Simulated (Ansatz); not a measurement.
The slice is one period of a {110} plane through atoms; its size isn't given.

These are r2SCAN (plane waves to 500 eV, PAW, scalar-relativistic; Ansatz, an electronic-structure program) values and carry that method's errors. These are valence fields of a PAW run, semicore shells included where kept as valence: close to a nucleus they are smooth pseudo fields.

```
|@%#+-::::::::-+#%|
|##+=-:......:-=+#|
|++=-::..  ..::-=+|
|---::..    ..::--|
|::::..      ..:::|
|:::..        ..::|
|.....        ....|
|....          ...|
|                 |
|      ......     |
|    ...::::...   |
|   ..:::--:::..  |
|   .::------::.. |
|  .::-======-::. |
| ..:-==++++==-:..|
|..:--=+*##*+=--:.|
|.::-==*#%%#*==-::|
|:::-=+*#%%#*+=-::|
|::--=+*#%%#*+=--:|
|----==+*##*+==---|
|++=====++++=====+|
|##+==========-=+#|
|@%#+----------+#%|
|@@#+----------+#@|
```
Scale: ten equal steps from -1.98 (start of ' ') to 1.85 (end of '@'), in the order ' .:-=+*#%@'. Values: log₁₀ of the valence density in e/Å³. The map has 17 points along u (one character each, u = 0 at the left) and 24 along v (v = 0 in the bottom row). The scale is logarithmic, as a density can span decades between atoms and voids.

```
|xx42222344322224x|
|54322111111112234|
|22222110000112222|
|11121100000011211|
|11111000000001111|
|11110000000000111|
|00000000000000000|
|00000000000000000|
|00000000000000000|
|00000001111000000|
|00000123443210000|
|00001467887641000|
|00025799999975200|
|00148999999998410|
|00379988888899730|
|01489986446899841|
|0159987xxxx789951|
|1259986xxxx689952|
|1238997xxxx799832|
|11249986446899421|
|22126998888996212|
|54212899999982124|
|xx42148999984124x|
|xx52124788742125x|
```
Scale: ten equal steps from 0.01 (start of '0') to 0.70 (end of '9'), in the order '0123456789'. Values: electron localisation function (ELF). The map has 17 points along u (one character each, u = 0 at the left) and 24 along v (v = 0 in the bottom row). Points within 0.5 Å of a nucleus are blanked (x), as the pseudised field means little there.

Which relaxed crystal do these maps come from?
(A) CdS (zinc blende)
(B) CuI (zinc blende)
(C) CdTe (zinc blende)

B, CuI (zinc blende). Atoms on the slice: I at (0.50, 0.25); Cu at (0.00, 0.00)

All were relaxed with their symmetry unable to fall. CuI is run without spin polarisation. Spin-orbit coupling is left out.
